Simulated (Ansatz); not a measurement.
Relaxed-ion elastic tensor of SiGe (wurtzite, P6_3mc) in GPa (Voigt order), plane-wave PAW LDA (Ansatz code); density 4.03 g/cm³, 20.73 Å³ per atom.

```
 174  47.7  30.3   0.0   0.0   0.0
47.7   174  30.3   0.0   0.0   0.0
30.3  30.3   200   0.0   0.0   0.0
 0.0   0.0   0.0  46.7   0.0   0.0
 0.0   0.0   0.0   0.0  46.7   0.0
 0.0   0.0   0.0   0.0   0.0  63.4
```

### Question
Is the crystal mechanically stable?

### Answer
Yes: the smallest eigenvalue of C is 46.7 GPa.

### Question
Work out the Voigt, Reuss and Hill averages.

### Answer
K_V = 85.0, K_R = 85.0, K_H = 85.0; G_V = 60.7, G_R = 57.9, G_H = 59.3 GPa.

### Question
Give Young's modulus, Poisson's ratio, Pugh's ratio and the universal anisotropy index.

### Answer
E = 9KG/(3K + G) = 144 GPa; ν = 0.22; K/G = 1.43 (brittle by the Pugh limit of 1.75); A_U = 5G_V/G_R + K_V/K_R − 6 = 0.25.

### Question
Estimate the sound speeds and the Debye temperature.

### Answer
v_l = √((K + 4G/3)/ρ) = 6380 m/s, v_t = √(G/ρ) = 3830 m/s, mean 4240 m/s; Θ = (h/k)(3n/4πV)^(1/3) v_m = 460 K.

### Question
How much does each axis shrink under pressure?

### Answer
Linear compressibilities β_i = Σ_j S_ij (j = 1 to 3): x 4.0, y 4.0, z 3.8 per TPa.

The first step of the workflow began from a Materials Project structure, measured or hypothetical; the Crystallography Open Database copy checked does not list it. Its standing as an ambient phase is unchecked. The LDA relaxation kept the symmetry of its start; whether a distortion lowers the energy is not shown.

Potentials: the earlier of the program's two PAW sets. The files were generated under PBE; for other functionals the program regenerates the frozen cores, and for LDA and PBEsol the local potential too.
